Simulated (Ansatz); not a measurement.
Relaxed-ion elastic tensor of Mg2ZnO3 in space group P-3m1 (No. 164; Mg on 2d, Zn on 1a, O on 2d, O on 1b) in GPa (Voigt order), DFT-r²SCAN in the program Ansatz with PAW potentials; density 4.75 g/cm³, 9.44 Å³ per atom.

```
  337    100   86.6   26.4    0.0    0.0
  100    337   86.6  -26.4    0.0    0.0
 86.6   86.6    352    0.0    0.0    0.0
 26.4  -26.4    0.0   87.1    0.0    0.0
  0.0    0.0    0.0    0.0   87.1   26.4
  0.0    0.0    0.0    0.0   26.4    119
```

Q: Is the crystal mechanically stable?

A: Yes: the smallest eigenvalue of C is 72.1 GPa.

Q: Work out the Voigt, Reuss and Hill averages.

A: K_V = 175, K_R = 175, K_H = 175; G_V = 109, G_R = 99.5, G_H = 104 GPa.

Q: Give Young's modulus, Poisson's ratio, Pugh's ratio and the universal anisotropy index.

A: E = 9KG/(3K + G) = 261 GPa; ν = 0.25; K/G = 1.68 (near the Pugh limit of 1.75, no verdict); A_U = 5G_V/G_R + K_V/K_R − 6 = 0.47.

Q: Estimate the sound speeds and the Debye temperature.

A: v_l = √((K + 4G/3)/ρ) = 8120 m/s, v_t = √(G/ρ) = 4680 m/s, mean 5200 m/s; Θ = (h/k)(3n/4πV)^(1/3) v_m = 732 K.

Q: How much does each axis shrink under pressure?

A: Linear compressibilities β_i = Σ_j S_ij (j = 1 to 3): x 1.9, y 1.9, z 1.9 per TPa.

The first step of the workflow began from a Materials Project structure, measured or hypothetical; the Crystallography Open Database copy checked does not list it. With Mg and Zn taken as one species the cell has the higher symmetry Fm-3m, so it may be an ordered model of a mixed-site phase. Its standing as an ambient phase is unchecked. The r²SCAN relaxation kept the symmetry of its start; of distortions, only those at the zone centre were tested.

Potentials: the later of the program's two PAW sets.
